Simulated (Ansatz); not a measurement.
A distorted cell of InP (zinc blende):

```
CELL_PARAMETERS angstrom
      0.00000     2.95351     2.95351
      2.95351     0.00000     2.95351
      2.95351     2.95351     0.00000
ATOMIC_POSITIONS crystal
  P  0.61965 0.61965 0.88035
  In 0.00000 0.00000 0.00000
```

All values below come from r2SCAN (plane waves to 500 eV, PAW, scalar-relativistic; Ansatz, an electronic-structure program). k mesh 8×8×8 (Γ-centred), Fermi-Dirac smearing 0.05 eV. E stands for the smeared free energy. Stress and pressure are positive under compression. InP was relaxed with its symmetry unable to fall.

What forces act on the atoms (eV/Å, Cartesian)?


```
atom     Fx     Fy      Fz
----  -----  -----  ------
P1    0.000  0.000   3.799
In2   0.000  0.000  -3.799
```

What is the stress tensor (GPa)?


```
   17.1    -19.4      0.0
  -19.4     17.1      0.0
    0.0      0.0      0.4
```
The pressure, a third of the trace, is 11.6 GPa.

In it atom 1 sits (0.000, 0.000, -0.770) Å away from its relaxed site. What is its energy relative to the relaxed cell?

1866 meV/cell.

(A displaced cell: forces are minus the slopes of the energy, force constants its curvatures, and phonons follow from these.)
